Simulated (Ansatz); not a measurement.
SnPb2O3: stable or not

The structure comes from a generated guess, relaxed at this level; another structure or a mixture of phases may lie lower.

Theory: DFT PBE, scalar-relativistic, plane waves, PAW (Ansatz). Cutoff 420 eV, Γ-centred 8×8×2 mesh (12-atom cell), Gaussian smearing of 0.02 eV, no spin polarisation.

```cif
data_structure
_symmetry_space_group_name_H-M 'P4/nmm:1'
_symmetry_Int_Tables_number 129
_cell_length_a 3.9871
_cell_length_b 3.9871
_cell_length_c 16.4080
_cell_angle_alpha 90.000
_cell_angle_beta 90.000
_cell_angle_gamma 90.000
_cell_volume 260.84
loop_
_atom_site_label
_atom_site_type_symbol
_atom_site_symmetry_multiplicity
_atom_site_Wyckoff_symbol
_atom_site_fract_x
_atom_site_fract_y
_atom_site_fract_z
_atom_site_occupancy
Sn1 Sn 2 c 0.00000 0.50000 0.74131 1
Pb1 Pb 2 c 0.00000 0.50000 0.07409 1
Pb2 Pb 2 c 0.00000 0.50000 0.40125 1
O1 O 4 f 0.00000 0.00000 0.67333 1
O2 O 2 a 0.00000 0.00000 0.00000 1
```

Energies over the elements count from the elements' standard structures at the same level (O₂ as a molecule), with no fitted energy shifts. The references include grey tin.

Q: These tests were run: energy against the elements; elastic tensor. What do they show?

A:

```tsv
test	result
energy against the elements	−1.141 eV/atom
elastic tensor	least eigenvalue 3 GPa
```

It fails none of these tests. Other phases of the system weren't compared here, so this isn't yet thermodynamic stability. Phonons away from Γ weren't computed.

Weakly bound directions are ill-defined at this level, which has no dispersion term. Spin–orbit coupling, which can matter for Pb, is left out. The run for the elastic tensor used an 8×8×2 k mesh.
